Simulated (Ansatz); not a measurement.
The end point of a relaxation of GaSb. Level of theory: PBE (plane waves to 420 eV, PAW, scalar-relativistic; Ansatz, an electronic-structure program).

```
CELL_PARAMETERS angstrom
      0.00000     3.10719     3.10719
      3.10719     0.00000     3.10719
      3.10719     3.10719     0.00000
ATOMIC_POSITIONS crystal
  Sb 0.75000 0.75000 0.75000
  Ga 0.00000 0.00000 0.00000
```

Find the space group and the Wyckoff positions (tolerance 0.01 Å).

Space group F-43m (No. 216); a = b = c = 6.2144 Å, α = β = γ = 90.00°

```json
[
 {"atom": "Sb", "site": "4c", "symmetry": "-43m", "x": "0.2500", "y": "0.2500", "z": "0.2500"},
 {"atom": "Ga", "site": "4a", "symmetry": "-43m", "x": "0.0000", "y": "0.0000", "z": "0.0000"}
]
```

This is the zinc blende type.

Give the shortest distances between elements (the closest pairs, up to four, under 3.6 Å).

Ga–Sb 2.69 Å.

```json
{
  "volume_per_atom": "30.00 Å³",
  "density": "5.30 g/cm³",
  "band_gap": "zero (the bands touch at this level, without spin-orbit coupling)"
}
```

No spin polarisation in the result. Without spin-orbit coupling the bands of the heavy element are not split, so the gap can be far off. The gap comes from the SCF mesh and the high-symmetry points alone.

Measured for GaSb: a 6.0959 Å (room temperature; as listed in I. Vurgaftman, J. R. Meyer, L. R. Ram-Mohan, Journal of Applied Physics (2001)); gap 0.82 eV (0 K or low temperature; as listed in arXiv:1206.3780). Computed minus measured — a: PBE +1.9 %; gap: PBE -0.82 eV. The computed values are for a static lattice, and a measured gap can be an optical one, lowered by exciton binding.

The run could not lose the symmetry of its start; a randomly shaken copy of 2 atoms returns to this structure.

All atoms sit on sites fixed by symmetry, so only the cell could relax.
